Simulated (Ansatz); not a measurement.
The relaxed structure here is a generated cell of KTaO3: the first start was made by a random draw of sites in a space group, and the end was not matched to a known phase here, so it may be hypothetical. Known forms of KTaO3 include space group No. 221.

One stationary structure of KTaO$_{3}$. Space group P6mm (No. 183). Level of theory: r2SCAN (plane waves to 500 eV, PAW, scalar-relativistic; Ansatz, a first-principles code).

```xyz
5
Lattice="3.6693 0.0000 0.0000 -1.8347 3.1777 0.0000 0.0000 0.0000 6.9813" Properties=species:S:1:pos:R:3 pbc="T T T"
K      0.0000     0.0000     3.1662
O      0.0000     2.1185     0.7776
O      1.8347     1.0592     0.7776
O      0.0000     0.0000     5.5000
Ta     0.0000     0.0000     0.2857
```

### Question
Estimate the band gap that r2SCAN returns for this input.

### Answer
0.08 eV, indirect (valence top at K, conduction bottom at Γ) (no spin-orbit coupling).

### Question
Estimate the smallest direct gap that r2SCAN returns for this input.

### Answer
1.88 eV at Γ.

No spin polarisation in the result. The d or f electrons are treated with no Hubbard U.

The run could not lose the symmetry of its start, so the end can be a saddle point.
